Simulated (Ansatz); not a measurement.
The elements of this relaxed trial crystal are hidden behind letters.

```
lattice vectors (Å)
   6.9705    0.0000    0.0000
  -3.4852    6.0366    0.0000
   0.0000    0.0000    8.1788
fractional positions
X 0.3333 0.6667 0.7500
X 0.6667 0.3333 0.2500
Z 0.0000 0.0000 0.0000
Z 0.0000 0.0000 0.5000
Z 0.3333 0.6667 0.2500
Z 0.6667 0.3333 0.7500
```

Computed with DFT PBE, scalar-relativistic, plane waves, PAW in Ansatz. Plane waves to 420 eV, a 6×6×6 mesh through Γ for the 6-atom cell and 0.10 eV Gaussian smearing; no spin polarisation.

```
Space group                              : P6_3/mmc (No. 194)
Conventional cell                        : a = 6.970 Å, c = 8.179 Å
Volume per atom                          : 57.36 Å³
Density                                  : 3.02 g/cm³
Energy over the elements                 : +0.05 eV/atom
Gap on the 6×6×6 mesh of the 6-atom cell : 0 eV (a metal)
```

Energies are uncorrected and count from the elements' standard states at the same level.

Q: X is an s-block element of period 6 and Z is an s-block element of period 5. Which elements are they?

A: X = Ba, Z = Sr, so the formula is BaSr2, here in the Ni2In type. Density times volume gives a mean mass of 3.02 × 57.36/1.6605 = 104.3 u per atom, and this set has 104.2 u. Among the elements that the hints allow, noble gases aside, only these give it. Ba is surrounded by 5 Sr at 4.02–4.09 Å and 6 Sr at 4.51 Å; Sr on a site of symmetry -3m is surrounded by 2 Sr at 4.09 Å, 6 Ba at 4.51 Å and 6 Sr at 4.51 Å; Sr on a site of symmetry -6m2 has 5 Ba at 4.02–4.09 Å and 6 Sr at 4.51 Å.

The cell is a metal run without spin; a magnetic state may lie lower. Symmetry constrained the relaxation, so the result can be a saddle point.
